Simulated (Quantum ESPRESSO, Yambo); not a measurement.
Li4SrP2 (space group R-3m, No. 166). The geometry is that of Materials Project entry mp-570097, symmetrised and not relaxed again. Chain: PBEsol (pw.x of Quantum ESPRESSO, ONCV potentials, without SOC); G0W0 in Yambo (4×4×4 Γ-centred k mesh, bands 5 to 128 and a 6 Ry block in the screening, 128 bands in G with the Bruneval-Gonze terminator, plasmon pole fitted at 27.2 eV); BSE (6×6×6 mesh, 6 valence and 10 conduction bands, static screening with 62 bands and a 3 Ry block, scissor 0.95 eV, Tamm-Dancoff).

- PBEsol gap (dense path): 0.90 eV
- PBEsol gap Γ → F on the GW mesh: 0.90 eV
- PBEsol smallest direct gap on the GW mesh, at Γ: 1.66 eV
- G0W0 direct gap at that point: 2.60 eV
- G0W0 correction to the gap Γ → F: 0.92 eV
- lowest exciton: no binding energy given (see below)

Rough cost of the Yambo steps against G0W0 for 8 states: BSE within a factor of two.

Convergence of the G0W0 settings was not tested. The BSE states are vertical excitations (zero momentum); the indirect quasiparticle gap, about 1.81 eV, is smaller than the direct one (2.60 eV on the GW mesh). The lowest state covers only about 1 of the 216 k points, so the mesh doesn't resolve it: its energy and its distance from the direct gap are mesh artefacts. An extended exciton needs a far denser mesh. Axes are Cartesian, with cell vectors (Å) (2.14, 1.23, 7.84), (-2.14, 1.23, 7.84), (0.00, -2.47, 7.84).

The structure is a Materials Project entry; no match was found in the copy of COD used, and its stability was not checked.
